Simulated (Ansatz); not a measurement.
A geometry of Mo away from equilibrium: step 2 of the relaxation of a relaxed Mo cell displaced along its unstable phonon at q = (½, 0, 0) of its primitive reciprocal cell (124i cm⁻¹), largest move 0.15 Å. Method: r2SCAN (plane waves to 500 eV, PAW, scalar-relativistic; Ansatz, a program for electronic structure). Γ-centred k-mesh 6×12×12 on the run's cell (coarser than for final values), Fermi–Dirac smearing 0.05 eV. The plane waves were selected for a different cell earlier on the path.

```yaml
crystal:
  lattice:
    - [5.05365, 0.00000, 0.00000]
    - [0.00000, 2.59788, 0.00000]
    - [0.00000, 0.00000, 2.60579]
  atoms:
    - { symbol: Mo, position: [0.00000, 0.00000, 0.86668] }
    - { symbol: Mo, position: [0.50000, 0.00000, 0.13332] }
```

### Question
What forces act on the atoms (eV/Å)?

### Answer
| atom | Fx | Fy | Fz |
|---|---|---|---|
| Mo1 | 0.00 | 0.00 | -0.70 |
| Mo2 | 0.00 | 0.00 | 0.70 |

The path ends in Cmmm (No. 65). No spin polarisation in the result.

The run could not lose the symmetry of its start, so the end can be a saddle point.

The end of the path is a generated cell of Mo: the first start was made by placing the elements on the sites of a structure type, and the end was not matched to a known phase here, so it may be hypothetical. Known forms of Mo include space group No. 229.
